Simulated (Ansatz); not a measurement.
An Ansatz (a quantum-chemistry and plane-wave program) run. Input:

Ansatz 0.2 input:
```yaml
crystal:
  lattice:
    - [0.0, 4.6841532217, 4.6841532217]
    - [4.6841532217, 0.0, 4.6841532217]
    - [4.6841532217, 4.6841532217, 0.0]
  atoms:
    - { symbol: Cs, position: [0.25, 0.25, 0.25] }
    - { symbol: Cs, position: [0.75, 0.75, 0.75] }
    - { symbol: Cs, position: [0.5, 0.5, 0.5] }
    - { symbol: Bi, position: [0.0, 0.0, 0.0] }
kpoints:
  mp_grid: { grid: [5, 5, 5] }
hamiltonian:
  xc: r2scan
  pseudopotentials: { kind: paw }
scf:
  occupations: { method: fixed }
checkpoint: { read: static.run }
output: { write_density: true, elf: true, volumetric_format: npy }
```

Output (shortened):

```
Pseudopotential: Cs, paw, valence charge 9
Pseudopotential: Bi, paw, valence charge 15
Functional definition: r2SCAN
Crystal: 4 atoms, lattice volume = 205.553 Å³
Basis set: ecut = 500 eV, 5161 PW (Γ), exchange–correlation on 200×200×200 points (64 copies of the dense FFT grid, shifted against one another)
Bands: 26, of which v1, the nominal top of the filled ones, is band 21 counted from 1 (20 counted from 0)
Symmetry: 48 space group operations
Space group: Fm-3m (ITA 225), of the structure as read, at distance tolerance 5.9e-5 Å
k-points: 10 of 125
Stability of the state it starts from, as read at its close in the unpolarized treatment …
iter 1 solved again at ethr=1.97e-7 eV; its pass at ethr=3.10e-3 eV (dr2=8.29e-5 eV) is discarded
SCF iter   1: F=—  HF=-29470.801549 eV  |F-HF|=—  |Δ(HF+E_count)|=         —  Δρ=5.62e-7  dr2=2.27e-10  dr2_τ=8.11e-11  ethr=1.97e-7  ⟨swp⟩=3.6  Hψ=1944  notcnv=0  defer=29
preconditioner: auto → Resta (q_TF=auto, 2.094 Å⁻¹)
SCF iter   2: F=-29470.801549 eV  HF=-29470.801549 eV  |F-HF|=1.02e-10  |Δ(HF+E_count)|=  5.02e-10  Δρ=3.39e-7  dr2=7.77e-11  dr2_τ=3.60e-11  ethr=1.00e-12  ⟨swp⟩=14.4  Hψ=1942  notcnv=0
SCF 1 converged in 2 iterations: F = -29470.801549 eV  dr2 = 7.77e-11
SCF converged after 2 iterations
Free energy (F): -29470.801549 eV
Harris-Foulkes:  -29470.801549 eV  (|F-HF|=1.02e-10)
Internal energy: -29470.801549 eV  (E = F + TS)
E sigma→0 (E₀):  -29470.801549 eV
Fermi energy:    5.949811 eV
--- Per-component energies (eV) ---
  E_band       = -310.709801
  E_kinetic    = 729.712570
  E_local      = -2622.596072  (includes V_loc(G=0)·N_el)
  E_nonlocal   = 647.247449
  E_hartree    = 914.872052
  E_xc         = -627.681656
  E_vxc        = -568.425959  (∫ρ·V_xc dr)
  E_paw        = -25970.044581  (= ΣΔE_a)
  E_vpaw       = -357.043807  (= ΣTr[D̂ρ^β])
  E_aug_tail   = -0.000279  (compensation charges beyond the density's cutoff)
  E_vtau       = 30.652153  (kinetic-family band-sum trace: ∫τ·v_τ [+ j·A + Jᵃ·Aᵃ] dr)
  E_ewald      = -2543.336217
  E_core_change = 1.025185  (= ΣΔE_core)
  E_smearing   =  0.000000  (= −TS)
  E_closure    =  0.000000  (closes the sum)
  Σ components = -29470.801549   (vs F -29470.801549, Δ=0.00e0)
  [band-id]    e_kinetic+e_local+e_nonlocal+2·e_hartree+e_vxc+e_vpaw+e_augmentation_tail+e_vtau = -310.709840   (vs E_band -310.709801, Δ=-3.86e-5)
--- Band table (eV; the first three rows and the last of 10) ---
  k-point 0: bands = ["-18.4074", "-17.4513", "-17.4152", "-15.4424", "-15.4424", "-15.4424", "-15.4357", "-15.4357", "-4.9686", "-4.9686", "-4.9686", "-4.0943", "-4.0943", "-4.0943", "-3.7567", "-3.7567", "-3.7567", "-3.1192", "5.6080", "5.6080", "5.6080", …
  k-point 1: bands = ["-18.4038", "-17.4507", "-17.4203", "-15.4424", "-15.4424", "-15.4420", "-15.4357", "-15.4357", "-4.9881", "-4.9881", "-4.9858", "-4.0601", "-4.0601", "-4.0491", "-3.8959", "-3.7705", "-3.7705", "-2.9798", "5.3151", "5.5675", "5.5675", …
  k-point 2: bands = ["-18.3981", "-17.4457", "-17.4326", "-15.4424", "-15.4424", "-15.4414", "-15.4357", "-15.4357", "-5.0199", "-5.0173", "-5.0173", "-4.0558", "-4.0033", "-4.0033", "-3.9442", "-3.7968", "-3.7968", "-2.8545", "5.2304", "5.5468", "5.5468", …
  k-point 9: bands = ["-18.3946", "-17.4452", "-17.4375", "-15.4423", "-15.4419", "-15.4415", "-15.4356", "-15.4356", "-5.1175", "-5.0234", "-4.9701", "-4.1829", "-4.0342", "-3.8994", "-3.8370", "-3.8221", "-3.7848", "-2.8107", "5.3328", "5.6515", "5.7648", …
```

Cost: around 10 core-seconds (rough) on shared cores.

The first step of the workflow began from a Materials Project structure, measured or hypothetical; the Crystallography Open Database copy checked does not list it. With Cs and Bi taken as one species the cell has the higher symmetry Im-3m, so it may be an ordered model of a mixed-site phase. Its standing as an ambient phase is unchecked. The cell was relaxed with r²SCAN under the symmetry of its start; of distortions, only those at the zone centre were tested. Scalar-relativistic: spin–orbit coupling is off unless named, which matters more the heavier the elements.

Potentials: the later of the program's two PAW sets.

Ansatz is a plane-wave DFT program.
